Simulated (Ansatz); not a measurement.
Si3N4:
```cif
data_N8Si6
_chemical_formula_sum 'Si6 N8'
_space_group_name_H-M_alt 'P 1'
_space_group_IT_number 1
_cell_length_a 7.66320
_cell_length_b 7.66320
_cell_length_c 2.92626
_cell_angle_alpha 90.000
_cell_angle_beta 90.000
_cell_angle_gamma 120.000
loop_
_space_group_symop_operation_xyz
  'x, y, z'
loop_
_atom_site_label
_atom_site_type_symbol
_atom_site_fract_x
_atom_site_fract_y
_atom_site_fract_z
_atom_site_occupancy
Si1 Si 0.23110 0.82500 0.75000 1
Si2 Si 0.76890 0.17500 0.25000 1
Si3 Si 0.40610 0.23110 0.25000 1
Si4 Si 0.59390 0.76890 0.75000 1
Si5 Si 0.17500 0.40610 0.75000 1
Si6 Si 0.82500 0.59390 0.25000 1
N1 N 0.33333 0.66667 0.75000 1
N2 N 0.66667 0.33333 0.25000 1
N3 N 0.96917 0.67000 0.75000 1
N4 N 0.03083 0.33000 0.25000 1
N5 N 0.29917 0.96917 0.25000 1
N6 N 0.70083 0.03083 0.75000 1
N7 N 0.33000 0.29917 0.75000 1
N8 N 0.67000 0.70083 0.25000 1
```

Relaxed with PBE.

Q: Which orbitals make up the states near the band edges in PBE in the plane-wave PAW code Ansatz?

A: Top 1 eV of the valence band: N 2p 94 %. Bottom 1 eV of the conduction band: Si 3p 46 %, N 2s 18 %, Si 3s 12 %, N 2p 6 %, outside the projected shells 18 %. Projections are on Löwdin-orthogonalised atomic valence shells; empty p or d shells of many metals are not among them.

Q: Tabulate the density of states.

A: States/eV per cell of 14 atoms, in 0.25 eV bins, energy from the valence-band maximum.

```tsv
E (eV)	total	N 2p	Si 3p	N 2s
-7.86	5.01	2.95	0.73	0.36
-7.61	3.40	2.01	0.49	0.26
-7.36	2.14	1.28	0.38	0.16
-7.11	3.21	1.95	0.71	0.20
-6.86	4.50	2.76	1.01	0.27
-6.61	4.20	2.62	0.95	0.24
-6.36	4.14	2.64	1.10	0.15
-6.11	4.34	2.82	1.10	0.15
-5.86	5.40	3.59	1.31	0.18
-5.61	6.38	4.35	1.57	0.20
-5.36	5.15	3.59	1.24	0.13
-5.11	7.52	5.31	1.81	0.17
-4.86	9.04	6.49	2.07	0.23
-4.61	10.28	7.61	2.16	0.23
-4.36	6.60	4.97	1.30	0.15
-4.11	6.71	5.15	1.26	0.13
-3.86	4.39	3.43	0.75	0.09
-3.61	4.74	3.79	0.73	0.09
-3.36	6.82	5.65	0.95	0.07
-3.11	5.03	4.24	0.52	0.14
-2.86	6.86	5.92	0.57	0.17
-2.61	2.40	2.05	0.18	0.09
-2.36	1.76	1.51	0.11	0.08
-2.11	3.37	2.93	0.22	0.13
-1.86	8.28	7.34	0.46	0.22
-1.61	9.33	8.58	0.30	0.13
-1.36	10.32	9.46	0.38	0.14
-1.11	5.37	4.98	0.17	0.07
-0.86	4.28	3.97	0.15	0.05
-0.61	3.65	3.42	0.12	0.03
-0.36	3.78	3.57	0.12	0.01
-0.11	1.04	1.00	0.02	0.00
0.14	0.00	0.00	0.00	0.00
0.39	0.00	0.00	0.00	0.00
0.64	0.00	0.00	0.00	0.00
0.89	0.00	0.00	0.00	0.00
1.14	0.00	0.00	0.00	0.00
1.39	0.00	0.00	0.00	0.00
1.64	0.00	0.00	0.00	0.00
1.89	0.00	0.00	0.00	0.00
2.14	0.00	0.00	0.00	0.00
2.39	0.00	0.00	0.00	0.00
2.64	0.00	0.00	0.00	0.00
2.89	0.00	0.00	0.00	0.00
3.14	0.00	0.00	0.00	0.00
3.39	0.00	0.00	0.00	0.00
3.64	0.00	0.00	0.00	0.00
3.89	0.00	0.00	0.00	0.00
4.14	0.00	0.00	0.00	0.00
4.39	0.18	0.01	0.08	0.03
4.64	3.45	0.16	1.55	0.68
4.89	5.10	0.31	2.31	0.96
5.14	5.31	0.36	2.54	0.91
5.39	6.82	0.53	3.38	1.04
5.64	6.78	0.66	3.22	1.03
5.89	5.22	0.58	2.52	0.76
6.14	6.67	0.73	3.14	1.05
6.39	5.00	0.56	2.41	0.73
6.64	6.12	0.67	2.90	0.94
6.89	7.07	0.84	3.15	1.02
7.14	6.39	0.87	2.62	0.81
7.39	7.75	1.15	3.01	0.91
7.64	7.46	1.19	3.18	0.70
7.89	6.76	1.10	2.78	0.67
8.14	5.93	1.04	2.38	0.50
8.39	3.96	0.64	1.79	0.23
8.64	4.57	0.85	1.79	0.26
8.89	7.64	1.36	2.85	0.41
9.14	8.37	1.47	3.29	0.44
```

Space group P6_3/m. The cell was relaxed with PBE under the symmetry of its start.

Potentials: the earlier of the program's two PAW sets.
